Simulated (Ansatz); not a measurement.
LiBr (rock salt, space group No. 225), LDA in the plane-wave PAW code Ansatz. The conduction-band minimum lies at Γ, with 1 equivalent valley. Second derivatives d²E/dk² of the lowest band at one valley (eV·Å²), along Cartesian directions:

| direction | d²E/dk² |
|---|---|
| [100] | 22.43 |
| [010] | 22.43 |
| [001] | 22.43 |
| [110] | 22.42 |
| [101] | 22.42 |
| [011] | 22.42 |

Task: Find the principal effective masses, the density-of-states mass and the conductivity mass.

Result: Off-diagonal terms follow from H_xy = H[110] − (H_xx + H_yy)/2, and m*/mₑ = 7.620 eV·Å² over each eigenvalue: 0.34, 0.34, 0.34. One valley's DOS mass (m₁m₂m₃)^(1/3) = 0.34, conductivity mass 3/(Σ 1/mᵢ) = 0.34 mₑ.

Task: What effective density of states Nc follows at 300 K for parabolic valleys?

Result: Nc = 2.509e19 × 1 × (0.34)^(3/2) ≈ 5.0e18 cm⁻³.

Task: With the computed static dielectric constant 11.6 (mean of the diagonal), estimate a hydrogenic donor's binding energy and radius.

Result: E = 13.606 eV × 0.34/11.6² ≈ 34 meV; a = 0.529 Å × ε/m* ≈ 18 Å. Semilocal masses tend to be too small where the gap is.

Task: With ε∞ = 3.69 and ω_LO = 347 cm⁻¹, what Fröhlich coupling constant follows?

Result: α = (1/ε∞ − 1/ε0) √(m* × 13.606 eV/ħω_LO) = 1.9.

Space group Fm-3m (rock salt). Symmetry was held in the LDA relaxation; phonons on a q-mesh show no instability. Scalar-relativistic: spin–orbit coupling is off unless named, which matters more the heavier the elements.

Potentials: the later of the program's two PAW sets.
